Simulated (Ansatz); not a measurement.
Al$_{12}$W:
```yaml
crystal:
  lattice:
    - [-3.76909, 3.76909, 3.76909]
    - [3.76909, -3.76909, 3.76909]
    - [3.76909, 3.76909, -3.76909]
  atoms:
    - { symbol: Al, position: [0.30872, 0.18569, 0.49441] }
    - { symbol: Al, position: [0.69128, 0.81431, 0.50559] }
    - { symbol: Al, position: [0.69128, 0.18569, 0.87697] }
    - { symbol: Al, position: [0.30872, 0.81431, 0.12303] }
    - { symbol: Al, position: [0.49441, 0.30872, 0.18569] }
    - { symbol: Al, position: [0.50559, 0.69128, 0.81431] }
    - { symbol: Al, position: [0.87697, 0.69128, 0.18569] }
    - { symbol: Al, position: [0.12303, 0.30872, 0.81431] }
    - { symbol: Al, position: [0.18569, 0.49441, 0.30872] }
    - { symbol: Al, position: [0.81431, 0.50559, 0.69128] }
    - { symbol: Al, position: [0.18569, 0.87697, 0.69128] }
    - { symbol: Al, position: [0.81431, 0.12303, 0.30872] }
    - { symbol: W, position: [0.00000, 0.00000, 0.00000] }
```

Relaxed with PBEsol. Special points in fractions of this cell's reciprocal vectors: Γ (0.000, 0.000, 0.000); H (0.500, -0.500, 0.500); N (0.000, 0.000, 0.500); P (0.250, 0.250, 0.250).

Problem. List the band energies nearest the Fermi level at these points for plane-wave PAW PBEsol with spin–orbit coupling (Ansatz code).

Solution. In eV from the Fermi level; about four levels below and three above (degenerate sets whole), none deeper than 8.9 eV; points with the same levels are listed once.

| k | below | above |
|---|---|---|
| Γ | -0.59 -0.59 -0.59 -0.59 -0.34 -0.34 | 0.37 0.37 2.54 2.54 2.54 2.54 |
| H | -0.79 -0.79 -0.79 -0.79 -0.69 -0.69 | 1.49 1.49 1.49 1.49 |
| N | -0.15 -0.15 -0.04 -0.04 | 0.57 0.57 0.87 0.87 |
| P | -0.35 -0.35 -0.35 -0.35 | 1.29 1.29 1.31 1.31 1.31 1.31 |

Space group Im-3. The first step of the workflow began from a Materials Project structure, measured or hypothetical; the Crystallography Open Database copy checked does not list it. Its standing as an ambient phase is unchecked. The PBEsol relaxation kept the symmetry of its start; whether a distortion lowers the energy is not shown. The run is not spin-polarised.

Potentials: the later of the program's two PAW sets.
